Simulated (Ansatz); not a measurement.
Problem. Name crystals whose computed values (the program Ansatz at the PBEsol level (PAW)) fall in these windows: B₀ by P(V) fit (GPa) 61 to 74; highest Γ mode, no LO–TO term (cm⁻¹) 190 to 230.

Solution. 

```json
[
 {"crystal": "SnO, zinc blende", "B₀ by P(V) fit (GPa)": "66.4", "highest Γ mode, no LO–TO term (cm⁻¹)": "204"},
 {"crystal": "ScBi, rock salt", "B₀ by P(V) fit (GPa)": "64.4", "highest Γ mode, no LO–TO term (cm⁻¹)": "196"}
]
```
Others may fit too.

Typed or built starts, not in the databases checked: SnO, zinc blende. Not the usual ambient phase: SnO, zinc blende. Standing as an ambient phase not checked: ScBi, rock salt. Perhaps ordered models of mixed-site phases: ScBi, rock salt. Unstable at this level: SnO, zinc blende. All cells were relaxed under the symmetry of their starts (and spin orders); stability against distortions was not tested throughout. Rows with no word on spin ran without spin polarisation. Spin–orbit coupling is left out wherever it is not named.

Potentials: the later of the program's two PAW sets.
